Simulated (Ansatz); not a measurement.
TaP2:
```xyz
6
Lattice="1.6624 -5.7508 0.0000 1.6624 5.7508 0.0000 0.0000 0.0000 5.0621" Properties=species:S:1:pos:R:3 pbc="T T T"
Ta     1.6624    -4.7186     2.5315
Ta     1.6624     4.7186     0.0005
P      1.6624    -0.8434     1.9186
P      1.6624     0.8434     4.4497
P      1.6624     2.3143     0.9916
P      1.6624    -2.3143     3.5226
```

Relaxed with PBE. Special points in fractions of this cell's reciprocal vectors: Γ (0.000, 0.000, 0.000); Y (-0.500, 0.500, 0.000); C0 (-0.271, 0.729, 0.000); Σ0 (0.271, 0.271, 0.000); Z (0.000, 0.000, 0.500); A0 (0.271, 0.271, 0.500); E0 (-0.271, 0.729, 0.500); T (-0.500, 0.500, 0.500); S (0.000, 0.500, 0.000); R (0.000, 0.500, 0.500).

### Question
List the band energies nearest the Fermi level at these points for PBE (plane waves, PAW; program Ansatz).

### Answer
In eV from the Fermi level; about four levels below and three above (degenerate sets whole), none deeper than 8.9 eV; points with the same levels are listed once.

| k | below | above |
|---|---|---|
| Γ | -1.60 -1.24 -0.36 -0.06 | 0.01 1.26 1.89 |
| Y | -1.13 -0.80 -0.41 -0.09 | 1.10 1.32 2.14 |
| C0 | -2.31 -2.26 -1.61 -0.90 | 1.33 1.91 3.02 |
| Z | -1.78 -1.78 -0.30 -0.30 | 0.80 0.80 1.86 1.86 |
| A0 | -2.21 -2.21 -0.09 -0.09 | 2.63 2.63 3.71 3.71 |
| T | -0.80 -0.80 -0.20 -0.20 | 1.96 1.96 3.47 3.47 |
| S | -2.69 -1.96 -1.92 -0.69 | 1.53 1.77 3.28 |
| R | -2.62 -2.62 -2.41 -2.41 | 0.13 0.13 2.14 2.14 |

Space group Cmc2_1. The start of the workflow was typed in or built on a structure type; neither database checked (COD, Materials Project) lists it. Whether it is the stable phase at ambient conditions was not checked. The PBE relaxation kept the symmetry of its start; its stability against distortions is not shown here. No spin polarisation was allowed. Spin–orbit coupling is left out wherever it is not named.

Potentials: the earlier of the program's two PAW sets.
